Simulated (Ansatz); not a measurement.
Ni:
```xyz
1
Lattice="0.0000 1.7393 1.7393 1.7393 0.0000 1.7393 1.7393 1.7393 0.0000" Properties=species:S:1:pos:R:3 pbc="T T T"
Ni     0.0000     0.0000     0.0000
```
Starting moments (μB, in the order of the atoms Ni): 0.7.

Relaxed with PBE+D3(BJ). Special points in fractions of this cell's reciprocal vectors: Γ (0.000, 0.000, 0.000); X (0.500, 0.000, 0.500); U (0.625, 0.250, 0.625); K (0.375, 0.375, 0.750); L (0.500, 0.500, 0.500); W (0.500, 0.250, 0.750).

**Question.** List the band energies nearest the Fermi level at these points for plane-wave PAW PBE+D3(BJ) (Ansatz code).

**Answer.** In eV from the Fermi level; about four levels below and three above (degenerate sets whole), none deeper than 8.9 eV; … stands for higher levels left out; points with the same levels are listed once.

| k | below | above |
|---|---|---|
| Γ ↑ | -2.56 -2.56 -2.56 | … |
| X ↑ | -4.43 -0.56 -0.47 -0.47 | … |
| U ↑ | -3.93 -2.23 -1.14 -0.74 | … |
| L ↑ | -2.54 -2.54 -0.61 -0.61 | … |
| W ↑ | -3.24 -3.24 -1.38 -0.47 | … |
| Γ ↓ | -1.79 -1.79 -1.79 | … |
| X ↓ | -4.57 -3.81 | 0.07 0.41 0.41 |
| U ↓ | -3.78 -3.38 -1.61 -0.55 | 0.13 … |
| L ↓ | -4.67 -1.92 -1.92 -0.52 | … |
| W ↓ | -3.60 -2.63 -2.63 -0.81 | 0.41 … |

Space group Fm-3m (fcc (Cu type)). Symmetry was held in the PBE+D3(BJ) relaxation. The final state is ferromagnetic, chosen from 3 collinear starts compared on coarse meshes (ties went to the first, and starts can fall back to one state), not a proven ground state. Textbook magnetic order: ferromagnetic. The pairwise dispersion correction was not fitted to metals.

Potentials: the earlier of the program's two PAW sets.
